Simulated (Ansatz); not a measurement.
Relaxed candidate structures of Cu2O:

A. Fd-3m, origin choice 1 (No. 227), cF24, cubic Laves (MgCu2 type); a = 6.5193 Å, b = 6.5193 Å, c = 6.5193 Å, α = 90.00°, β = 90.00°, γ = 90.00°; Cu 16c (0.125, 0.125, 0.125); O 8b (0.500, 0.500, 0.500); non-magnetic

B. Pnma (No. 62), oP12; a = 6.408 Å, b = 2.733 Å, c = 7.066 Å, α = 90.00°, β = 90.00°, γ = 90.00°; Cu 4c (0.012, 0.250, 0.317); Cu 4c (0.180, 0.250, 0.987); O 4c (0.245, 0.250, 0.717); non-magnetic

C. Pn-3m, origin choice 1 (No. 224), cP6; a = 4.2457 Å, b = 4.2457 Å, c = 4.2457 Å, α = 90.00°, β = 90.00°, γ = 90.00°; Cu 4c (0.750, 0.750, 0.750); O 2a (0.000, 0.000, 0.000); non-magnetic

D. P-3m1 (No. 164), hP3, anti-CdI2 type; a = b = 2.836 Å, c = 4.385 Å, α = β = 90.00°, γ = 120.00°; O 1b (0.000, 0.000, 0.500); Cu 2d (0.667, 0.333, 0.209); non-magnetic

E. P-31m (No. 162), hP9, AFLOW prototype AB2_hP9_162_ad_k (as in V2N); a = 4.894 Å, b = 4.894 Å, c = 4.737 Å, α = 90.00°, β = 90.00°, γ = 120.00°; Cu 6k (0.353, 0.353, 0.782); O 1a (0.000, 0.000, 0.000); O 2d (0.333, 0.667, 0.500); non-magnetic

Task: Order them by energy per atom (lowest first) at the level r2SCAN (plane waves to 500 eV, PAW, scalar-relativistic; Ansatz, a quantum-chemistry and plane-wave program).

Result: C (reference, the lowest among the structures calculated here), D (+0.19 eV/atom), E (+0.25 eV/atom), B (+0.31 eV/atom), A (+1.31 eV/atom)

Task: Give each candidate's band gap.

Result: No gap: A, B, D, E. C: 0.79 eV (no spin-orbit coupling).

1 run with a doubtful electronic state, a coarser numerical grid, an end not at rest or a source that can't be used is left out. Each run could gain symmetry but not lose that of its start, so entries can be saddle points. From databases, or of a type measured for this composition: Pn-3m, cP6, non-magnetic; the others are generated cells (placed on structure types, drawn at random, substituted or restacked) that were not matched to a known phase here. Each structure is listed in the lowest spin state found for it. Energies are at zero temperature and pressure, without zero-point motion. The runs use different k-meshes, so differences are rounded accordingly. No spin polarisation in the result. No Hubbard U is applied.
